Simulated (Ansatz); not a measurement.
## SrVO₃: reading a single point

```yaml
crystal:
  lattice:
    - [3.98252, 0.00000, 0.00000]
    - [0.00000, 3.98252, 0.00000]
    - [0.00000, 0.00000, 3.98252]
  atoms:
    - { symbol: V, position: [0.00000, 0.00000, 0.00000] }
    - { symbol: O, position: [0.50000, 0.00000, 0.00000] }
    - { symbol: O, position: [0.00000, 0.50000, 0.00000] }
    - { symbol: O, position: [0.00000, 0.00000, 0.50000] }
    - { symbol: Sr, position: [0.50000, 0.50000, 0.50000] }
```

Single point in Ansatz 0.2.0 with PBE, collinear spin. Cutoff 420 eV, PAW datasets, 5×5×5 Γ-centred k mesh, fermi-dirac filling (width 0.1 eV).

Magnetic state (reached from a saved solution, and it need not be the lowest): V1 up.

- Moments: V1 +0.77 μB of spin moment in Bader basins; net size 0.80 μB a cell.
- Formation energy: -2.69 eV an atom against the elements' usual phases (free molecules for gases, crystals otherwise, with no correction for O₂ or N₂), so it is bound against them; other compounds may still compete. Relaxing would lower it.
- Electronic structure: It is a metal, with about 1.7 states/eV a cell as the mean within 0.25 eV of the Fermi level, mostly V d (78 %) and O p (20 %).
- Contacts: V–O at 1.99 Å: least valence density 0.62 e/Å³ and ELF 0.18 there. Sr–O at 2.82 Å: least valence density 0.13 e/Å³ and ELF 0.06 there. These are pseudo-fields; inside the PAW spheres they differ from the all-electron ones.
- Charges: Bader charges in e: Sr +1.61, V +2.05, O -1.22. In the mean V gives up most and O takes most.
- Stress: The pressure is -13.1 GPa (compression positive), so with the atoms held at these fractions the cell would first shrink.

Origin: a known structure type with other elements, at an estimated volume, so it need not be a known compound. Caveats: semilocal functionals often miss the gap of such magnets; the k mesh is coarse if the cell is a metal; atoms or cell far from equilibrium.
